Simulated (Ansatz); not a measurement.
MgO (rock salt)

```
CELL_PARAMETERS angstrom
      0.00000     4.25375     4.25375
      2.12687     0.00000     2.12687
      2.12687     2.12687     0.00000
ATOMIC_POSITIONS crystal
  O  0.00000 0.00000 0.00000
  O  0.50000 0.00000 0.00000
  Mg 0.25000 0.50000 0.50000
  Mg 0.75000 0.50000 0.50000
```

A phonon eigenvector at L = (0.5, 0.0, 0.0) is frozen into this cell: atom i moves by Q times the vector below, so Q is the largest atomic displacement, in Å. The cell is held. (q is in reciprocal vectors of the primitive cell; the cell shown is doubled to hold the pattern.)

```json
[
 {"atom": "O1", "x": "0.577", "y": "-0.577", "z": "-0.577"},
 {"atom": "O2", "x": "-0.577", "y": "0.577", "z": "0.577"}
]
```

Atoms not listed stay in place.

Computed with PBE (plane waves to 420 eV, PAW, scalar-relativistic; Ansatz, a quantum-chemistry and plane-wave program). k mesh 13×13×13 (Γ-centred), Fermi-Dirac smearing 0.05 eV. The energy includes the smearing's −TS. Compression counts positive. MgO was relaxed with its symmetry unable to fall. ΔE is measured from the undisplaced structure.

```
Q (Å)   ΔE (meV/cell)  P (GPa)  −dE/dQ from forces (eV/Å)
------  -------------  -------  -------------------------
-0.100          176.5     1.22                      3.531
-0.083          122.5     0.85                      2.942
-0.067           78.4     0.54                      2.353
-0.050           44.1     0.31                      1.765
-0.033           19.6     0.14                      1.176
-0.017            4.9     0.04                      0.588
0.000             0.0     0.01                      0.000
0.017             4.9     0.04                     -0.588
0.033            19.6     0.14                     -1.176
0.050            44.1     0.31                     -1.765
0.067            78.4     0.54                     -2.353
0.083           122.5     0.85                     -2.942
0.100           176.5     1.22                     -3.531
```

Read from the data:

The energy at Q = 0.100 Å comes out as 176.5 meV/cell. Space group of the distorted cell: R-3m (No. 166), lowered from Fm-3m. Symmetry of the curve: even: the same for both signs. Shape of the curve: a single well with its minimum at or next to zero displacement. Harmonic wavenumber from the curvature (finite differences): 548 cm⁻¹. Wavenumber by perturbation theory (DFPT, on another k mesh): 548 cm⁻¹.

(A displaced cell: forces are minus the slopes of the energy, force constants its curvatures, and phonons follow from these.)
